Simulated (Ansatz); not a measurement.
NaCl:
```
NaCl
1.0
    0.00000     2.84794     2.84794
    2.84794     0.00000     2.84794
    2.84794     2.84794     0.00000
Na Cl
1 1
Cartesian
  0.00000   0.00000   0.00000
  2.84794   2.84794   2.84794
```

Relaxed with plane-wave PAW PBE (Ansatz code). Indices refer to the conventional cell of Fm-3m, a = b = c = 5.696 Å, α = β = γ = 90.00°.

Simulate the powder diffraction pattern (neutron, λ = 1.5401 Å; lines above 1 %) up to 2θ = 90°.

Simulated powder pattern, neutron, λ = 1.5401 Å (kinematic, ideal powder, no thermal factors, coherent scattering alone; the 30 strongest lines at most, above 1 %, up to 2θ = 90°):

```tsv
2θ (°)	d (Å)	I/Imax (%)	hkl
27.08	3.289	34	(111)
31.37	2.848	96	(200)
44.96	2.014	100	(220)
53.28	1.717	30	(311)
55.85	1.644	46	(222)
65.47	1.424	27	(400)
72.21	1.307	20	(331)
74.40	1.274	93	(420)
82.95	1.163	82	(422)
89.25	1.096	21	(511)+(333)
```

The PBE relaxation kept the symmetry of its start.

Potentials: the later of the program's two PAW sets.
